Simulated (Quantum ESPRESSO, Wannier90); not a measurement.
Tight-binding from DFT: PbIF (P4/nmm)

Materials Project entry mp-22969; symmetrised, unrelaxed at this level. COD (Crystallography Open Database) has an entry of this formula and space group (matched by these alone). Method: PBEsol plane waves in Quantum ESPRESSO 7.5 (PseudoDojo norm-conserving files, 68 Ry, no spin polarisation, no spin-orbit coupling), Bloch states on a 4×4×4 mesh through Γ, Wannier90 4.0.1. Density: 8×8×4 mesh, cold smearing 0.01 Ry. Spin-orbit coupling is left out although heavy elements are present.

On the energy scale of pw.x, whose zero is arbitrary, the valence-band maximum lies at 4.91 eV.

Input w.win:

```
num_bands = 33
num_wann = 24
exclude_bands = 3-12,44-47
num_iter = 1000
conv_tol = 1.0e-6
conv_window = 4
dis_num_iter = 1000
dis_conv_tol = 1.0e-6
dis_froz_max = 8.38
write_hr = true
write_u_matrices = true
begin projections
f=0.00543,0.49403,-0.16113: s;p
f=0.50017,-0.00151,0.16251: s;p
f=0.50852,0.00684,-0.33017: s;p
f=-0.01069,0.49603,0.32681: s;p
f=0.00437,-0.00978,0.00222: s;p
f=0.49339,0.50968,-0.00063: s;p
end projections
begin unit_cell_cart
ang
    4.2358500000    0.0000000000    0.0000000000
    0.0000000000    4.2358500000    0.0000000000
    0.0000000000    0.0000000000    9.4597000000
end unit_cell_cart
begin atoms_frac
Pb   0.0000000000  0.5000000000 -0.1572700000
Pb   0.5000000000  0.0000000000  0.1572700000
I    0.5000000000  0.0000000000 -0.3281700000
I    0.0000000000  0.5000000000  0.3281700000
F    0.0000000000  0.0000000000  0.0000000000
F    0.5000000000  0.5000000000  0.0000000000
end atoms_frac
mp_grid = 4 4 4
begin kpoints
0.0000000000 0.0000000000 0.0000000000
0.0000000000 0.0000000000 0.2500000000
0.0000000000 0.0000000000 0.5000000000
... (61 more lines: the 4x4x4 mesh through Gamma)
end kpoints
```

Input of pw2wannier90.x that gives the overlap and projection files (equivalent; here they were cut from one run over all bands):

```
&inputpp
  outdir = './out'
  prefix = 'pwscf'
  seedname = 'w'
  write_amn = .true.
  write_mmn = .true.
/
```

Output w.wout (banner and timings cut):

```
                                    ------
                                    SYSTEM
                                    ------

                              Lattice Vectors (Ang)
                    a_1     4.235850   0.000000   0.000000
                    a_2     0.000000   4.235850   0.000000
                    a_3     0.000000   0.000000   9.459700

                   Unit Cell Volume:     169.72996  (Ang^3)

                        Reciprocal-Space Vectors (Ang^-1)
                    b_1     1.483335   0.000000   0.000000
                    b_2     0.000000   1.483335   0.000000
                    b_3     0.000000   0.000000   0.664206

 *----------------------------------------------------------------------------*
 |   Site       Fractional Coordinate          Cartesian Coordinate (Ang)     |
 +----------------------------------------------------------------------------+
 | pb   1   0.00000   0.50000  -0.15727   |    0.00000   2.11793  -1.48773    |
 | pb   2   0.50000   0.00000   0.15727   |    2.11793   0.00000   1.48773    |
 | i    1   0.50000   0.00000  -0.32817   |    2.11793   0.00000  -3.10439    |
 | i    2   0.00000   0.50000   0.32817   |    0.00000   2.11793   3.10439    |
 | f    1   0.00000   0.00000   0.00000   |    0.00000   0.00000   0.00000    |
 | f    2   0.50000   0.50000   0.00000   |    2.11793   2.11793   0.00000    |
 *----------------------------------------------------------------------------*
                                ------------
                                K-POINT GRID
                                ------------

             Grid size =  4 x  4 x  4      Total points =   64

 *---------------------------------- MAIN ------------------------------------*
 |  Number of Wannier Functions               :                24             |
 |  Number of Objective Wannier Functions     :                24             |
 |  Number of input Bloch states              :                33             |
 |  Output verbosity (1=low, 5=high)          :                 1             |
 |  Timing Level (1=low, 5=high)              :                 1             |
 |  Optimisation (0=memory, 3=speed)          :                 3             |
 |  Length Unit                               :               Ang             |
 |  Post-processing setup (write *.nnkp)      :                 F             |
 |  Using Gamma-only branch of algorithms     :                 F             |
 *----------------------------------------------------------------------------*
 *------------------------------- WANNIERISE ---------------------------------*
 |  Total number of iterations                :              1000             |
 |  Number of CG steps before reset           :                 5             |
 |  Trial step length for line search         :             2.000             |
 |  Convergence tolerence                     :         0.100E-05             |
 |  Convergence window                        :                 4             |
 |  Iterations between writing output         :                 1             |
 |  Iterations between backing up to disk     :               100             |
 |  Write r^2_nm to file                      :                 F             |
 |  Write xyz WF centres to file              :                 F             |
 |  Write on-site energies <0n|H|0n> to file  :                 F             |
 |  Use guiding centre to control phases      :                 F             |
 |  Use phases for initial projections        :                 F             |
 *----------------------------------------------------------------------------*
 *------------------------------- DISENTANGLE --------------------------------*
 |  Using band disentanglement                :                 T             |
 |  Total number of iterations                :              1000             |
 |  Mixing ratio                              :             0.500             |
 |  Convergence tolerence                     :         1.000E-06             |
 |  Convergence window                        :                 3             |
 *----------------------------------------------------------------------------*
 *-------------------------------- PLOTTING ----------------------------------*
 |  Plotting Hamiltonian in WF basis          :                 T             |
 *----------------------------------------------------------------------------*

       ... (k-mesh section left out)

 Starting a new Wannier90 calculation ...

 Reading overlaps from w.mmn

 Reading projections from w.amn

 *------------------------------- DISENTANGLE --------------------------------*
 +----------------------------------------------------------------------------+
 |                              Energy  Windows                               |
 |                              ---------------                               |
 |                   Outer:  -17.28045  to   17.73921  (eV)                   |
 |                   Inner:  -17.28045  to    8.38000  (eV)                   |
 +----------------------------------------------------------------------------+
   Number of target bands to extract:   24

                   Unitarised projection of Wannier functions
                   ------------------------------------------
   A_mn = <psi_m|g_n> --> S = A.A^+ --> U = S^-1/2.A
   In dis_project... done
   Using an inner window (linner = T)
   In dis_proj_froz... done

                   Extraction of optimally-connected subspace
                   ------------------------------------------
 +---------------------------------------------------------------------+<-- DIS
 |  Iter     Omega_I(i-1)      Omega_I(i)      Delta (frac.)           |<-- DIS
 +---------------------------------------------------------------------+<-- DIS
       1      31.03768283      29.19461198       6.313E-02    <-- DIS
       2      29.35825805      28.67677875       2.376E-02    <-- DIS
       3      28.84378186      28.34493697       1.760E-02    <-- DIS
       4      28.46014803      28.11705636       1.220E-02    <-- DIS
       5      28.18497538      27.95749405       8.137E-03    <-- DIS
       6      27.99056880      27.84416987       5.258E-03    <-- DIS
       ... (lines left out)
      71      27.51969945      27.51972683      -9.949E-07    <-- DIS
      72      27.51970112      27.51972627      -9.142E-07    <-- DIS
      73      27.51970265      27.51972578      -8.404E-07    <-- DIS

             <<<      Delta < 1.000E-06  over  3 iterations     >>>
             <<< Disentanglement convergence criteria satisfied >>>

        Final Omega_I    27.51972578 (Ang^2)

 +----------------------------------------------------------------------------+

 Writing checkpoint file w.chk... done

 *------------------------------- WANNIERISE ---------------------------------*
 +--------------------------------------------------------------------+<-- CONV
 | Iter  Delta Spread     RMS Gradient      Spread (Ang^2)            |<-- CONV
 +--------------------------------------------------------------------+<-- CONV

 ------------------------------------------------------------------------------
 Initial State
  WF centre and spread    1  (  0.022252,  2.096309, -1.494747 )     1.66531712
  WF centre and spread    2  (  0.000757,  2.120048, -1.702010 )     3.17500197
  WF centre and spread    3  ( -0.022822,  2.117198, -1.637322 )     3.03370431
  WF centre and spread    4  ( -0.000819,  2.143471, -1.649040 )     3.05892033
  WF centre and spread    5  (  2.118276, -0.007625,  1.505788 )     1.67399195
  WF centre and spread    6  (  2.117563, -0.002015,  1.690068 )     3.18145287
  WF centre and spread    7  (  2.117248,  0.000725,  1.646865 )     3.08485886
  WF centre and spread    8  (  2.119151,  0.006166,  1.638588 )     3.04487448
  WF centre and spread    9  (  2.150884,  0.026469, -3.117668 )     1.23023428
  WF centre and spread   10  (  2.118838,  0.000381, -3.102232 )     2.10783502
  WF centre and spread   11  (  2.085596,  0.000792, -3.130210 )     1.93362401
  WF centre and spread   12  (  2.119309, -0.026198, -3.128109 )     1.93320224
  WF centre and spread   13  ( -0.041328,  2.102607,  3.089036 )     1.22981023
  WF centre and spread   14  ( -0.001028,  2.117604,  3.130257 )     2.10729986
  WF centre and spread   15  (  0.040587,  2.117250,  3.127447 )     1.92889317
  WF centre and spread   16  ( -0.001638,  2.132973,  3.129482 )     1.93196528
  WF centre and spread   17  (  0.015996, -0.036106,  0.018168 )     0.44367088
  WF centre and spread   18  (  0.000810, -0.001807, -0.014584 )     0.59363402
  WF centre and spread   19  ( -0.013141, -0.000717,  0.005467 )     0.59311956
  WF centre and spread   20  (  0.000256,  0.029469, -0.004055 )     0.59170439
  WF centre and spread   21  (  2.094219,  2.153127, -0.005024 )     0.44371012
  WF centre and spread   22  (  2.116833,  2.119710,  0.004137 )     0.59280079
  WF centre and spread   23  (  2.138090,  2.118750, -0.004713 )     0.59105929
  WF centre and spread   24  (  2.117412,  2.088654,  0.004296 )     0.59094975
  Sum of centres and spreads ( 25.413300, 25.417234, -0.000116 )    40.76163476

      0     0.408E+02     0.0000000000       40.7616347595  <-- CONV
        O_D=      0.0282477 O_OD=     13.2136613 O_TOT=     40.7616348 <-- SPRD
 ------------------------------------------------------------------------------
      1    -0.398E+00     0.7309917316       40.3637218817  <-- CONV
        O_D=      0.0428891 O_OD=     12.8011070 O_TOT=     40.3637219 <-- SPRD
      2    -0.349E+00     1.1568288977       40.0145875239  <-- CONV
        O_D=      0.0271842 O_OD=     12.4676776 O_TOT=     40.0145875 <-- SPRD
      3    -0.191E+00     0.8670040185       39.8239739059  <-- CONV
        O_D=      0.0293263 O_OD=     12.2749218 O_TOT=     39.8239739 <-- SPRD
      4    -0.113E+00     0.6649640070       39.7110515349  <-- CONV
        O_D=      0.0258194 O_OD=     12.1655063 O_TOT=     39.7110515 <-- SPRD
      5    -0.654E-01     0.4914684411       39.6456891103  <-- CONV
        O_D=      0.0257610 O_OD=     12.1002023 O_TOT=     39.6456891 <-- SPRD
       ... (lines left out)
    100    -0.783E-02     0.1639753334       34.3127868281  <-- CONV
        O_D=      0.0152601 O_OD=      6.7778009 O_TOT=     34.3127868 <-- SPRD
       ... (lines left out)
    200    -0.166E-02     0.0707058933       33.8043065230  <-- CONV
        O_D=      0.0135129 O_OD=      6.2710679 O_TOT=     33.8043065 <-- SPRD
       ... (lines left out)
    300    -0.544E-03     0.0454623895       33.7056027368  <-- CONV
        O_D=      0.0134488 O_OD=      6.1724281 O_TOT=     33.7056027 <-- SPRD
       ... (lines left out)
    400    -0.100E-03     0.0187327962       33.6794554935  <-- CONV
        O_D=      0.0134208 O_OD=      6.1463089 O_TOT=     33.6794555 <-- SPRD
       ... (lines left out)
    500    -0.156E-04     0.0068401922       33.6740784994  <-- CONV
        O_D=      0.0134031 O_OD=      6.1409496 O_TOT=     33.6740785 <-- SPRD
       ... (lines left out)
    600    -0.402E-05     0.0039134085       33.6731552407  <-- CONV
        O_D=      0.0133941 O_OD=      6.1400354 O_TOT=     33.6731552 <-- SPRD
       ... (lines left out)
    700    -0.877E-06     0.0017507374       33.6729640063  <-- CONV
        O_D=      0.0133890 O_OD=      6.1398492 O_TOT=     33.6729640 <-- SPRD
    701    -0.790E-06     0.0016103515       33.6729632162  <-- CONV
        O_D=      0.0133889 O_OD=      6.1398486 O_TOT=     33.6729632 <-- SPRD
    702    -0.928E-06     0.0015387710       33.6729622877  <-- CONV
        O_D=      0.0133889 O_OD=      6.1398476 O_TOT=     33.6729623 <-- SPRD
    703    -0.916E-06     0.0026761946       33.6729613718  <-- CONV
        O_D=      0.0133888 O_OD=      6.1398468 O_TOT=     33.6729614 <-- SPRD
             <<<     Delta < 1.000E-06  over  4 iterations     >>>
             <<< Wannierisation convergence criteria satisfied >>>
 Final State
  WF centre and spread    1  (  0.026289,  2.115099, -0.967239 )     2.19701096
  WF centre and spread    2  (  0.387936,  1.650653, -1.872761 )     2.21151006
  WF centre and spread    3  ( -0.608636,  2.008494, -1.815298 )     2.22716194
  WF centre and spread    4  (  0.180346,  2.705538, -1.855617 )     2.22487426
  WF centre and spread    5  (  2.123677, -0.010277,  0.966862 )     2.19755834
  WF centre and spread    6  (  2.475584, -0.492349,  1.862762 )     2.21144030
  WF centre and spread    7  (  1.502728, -0.058283,  1.842608 )     2.23383556
  WF centre and spread    8  (  2.355341,  0.566282,  1.838747 )     2.21900901
  WF centre and spread    9  (  2.513836,  0.365149, -3.327358 )     1.51618195
  WF centre and spread   10  (  2.121971,  0.008736, -2.544261 )     1.55285507
  WF centre and spread   11  (  1.595856,  0.149902, -3.313397 )     1.52024151
  WF centre and spread   12  (  2.234116, -0.531369, -3.304347 )     1.52267966
  WF centre and spread   13  ( -0.011864,  2.111579,  2.544357 )     1.55285134
  WF centre and spread   14  ( -0.385820,  1.743988,  3.331439 )     1.51525233
  WF centre and spread   15  (  0.525263,  1.975104,  3.302814 )     1.52238786
  WF centre and spread   16  ( -0.120868,  2.648223,  3.310740 )     1.52141476
  WF centre and spread   17  (  0.142766, -0.181356,  0.150350 )     0.46634660
  WF centre and spread   18  (  0.050988, -0.041385, -0.267569 )     0.46062887
  WF centre and spread   19  ( -0.269292, -0.032456,  0.050098 )     0.47025379
  WF centre and spread   20  (  0.073573,  0.256427,  0.067073 )     0.46919561
  WF centre and spread   21  (  1.950076,  2.305735, -0.112176 )     0.46580543
  WF centre and spread   22  (  2.101360,  2.132086,  0.273837 )     0.45961187
  WF centre and spread   23  (  2.376980,  2.167430, -0.080018 )     0.46767852
  WF centre and spread   24  (  2.044375,  1.865578, -0.081580 )     0.46717578
  Sum of centres and spreads ( 25.386580, 25.428526,  0.000069 )    33.67296137

         Spreads (Ang^2)       Omega I      =    27.519725782
        ================       Omega D      =     0.013388827
                               Omega OD     =     6.139846763
    Final Spread (Ang^2)       Omega Total  =    33.672961372
```
